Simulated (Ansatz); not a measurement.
Relaxed-ion elastic tensor of Zr₂InN in space group P6_3/mmc (No. 194; Zr on 4f, In on 2d, N on 2a) in GPa (Voigt order), DFT-PBEsol in the program Ansatz with PAW potentials; density 7.59 g/cm³, 17.04 Å³ per atom.

```
 255  79.6  98.1   0.0   0.0   0.0
79.6   255  98.1   0.0   0.0   0.0
98.1  98.1   241   0.0   0.0   0.0
 0.0   0.0   0.0  93.2   0.0   0.0
 0.0   0.0   0.0   0.0  93.2   0.0
 0.0   0.0   0.0   0.0   0.0  87.9
```

**Question.** Is the crystal mechanically stable?

**Answer.** Yes: the smallest eigenvalue of C is 87.9 GPa.

**Question.** Work out the Voigt, Reuss and Hill averages.

**Answer.** K_V = 145, K_R = 145, K_H = 145; G_V = 86.6, G_R = 85.7, G_H = 86.1 GPa.

**Question.** Give Young's modulus, Poisson's ratio, Pugh's ratio and the universal anisotropy index.

**Answer.** E = 9KG/(3K + G) = 216 GPa; ν = 0.25; K/G = 1.68 (near the Pugh limit of 1.75, no verdict); A_U = 5G_V/G_R + K_V/K_R − 6 = 0.05.

**Question.** Estimate the sound speeds and the Debye temperature.

**Answer.** v_l = √((K + 4G/3)/ρ) = 5850 m/s, v_t = √(G/ρ) = 3370 m/s, mean 3740 m/s; Θ = (h/k)(3n/4πV)^(1/3) v_m = 433 K.

**Question.** Solve the Christoffel equation for the three sound speeds along x, y, z.

**Answer.** Eigenvalues of C_ijkl n_j n_l equal ρv². In km/s, slowest first: x 3.40, 3.51, 5.80; y 3.40, 3.51, 5.80; z 3.51, 3.51, 5.63.

**Question.** How much does each axis shrink under pressure?

**Answer.** Linear compressibilities β_i = Σ_j S_ij (j = 1 to 3): x 2.3, y 2.3, z 2.3 per TPa.

The workflow started from a Materials Project entry (that database holds measured and hypothetical structures alike); the Crystallography Open Database copy checked does not list it. Whether it is the stable phase at ambient conditions was not checked. Symmetry was held in the PBEsol relaxation; of distortions, only those at the zone centre were tested. The run is not spin-polarised. As this level gives no gap, shear constants depend on the k-mesh and smearing (Fermi–Dirac, 0.1 eV here).

Potentials: the later of the program's two PAW sets.
